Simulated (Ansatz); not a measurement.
BaAl₂Ge₂ in space group I4/mmm (No. 139; Ge on 4e, Ba on 2a, Al on 4d), PBE (plane waves, PAW; program Ansatz), all energies at zero smearing, with the estimated change up to a 700 eV cutoff added, with one set of potentials and settings (totals compare only within such a set). Cell of 5 atoms (2 Ge, 1 Ba, 2 Al): -15616.539 eV.

```tsv
element	reference phase	E (eV/atom)
Ge	Fd-3m, 2 atoms in the cell	-4294.9847
Ba	Im-3m, 1 atoms in the cell	-5949.5401
Al	Fm-3m, 1 atoms in the cell	-537.5049
```

Formation energy per atom, worked out: (-15616.539 − 2×(-4294.9847) − 1×(-5949.5401) − 2×(-537.5049))/5 = -0.404 eV/atom (-39 kJ per mol of atoms), at 0 K, without zero-point energy or fitted corrections.

The workflow started from an entry of the Crystallography Open Database (COD), which files this formula under 2 space groups. Its standing as an ambient phase is unchecked. The PBE relaxation kept the symmetry of its start; its stability against distortions is not shown here. The references are the lowest solids computed at this level, not always the standard phases. Scalar-relativistic: spin–orbit coupling is off unless named, which matters more the heavier the elements.

Potentials: the later of the program's two PAW sets.
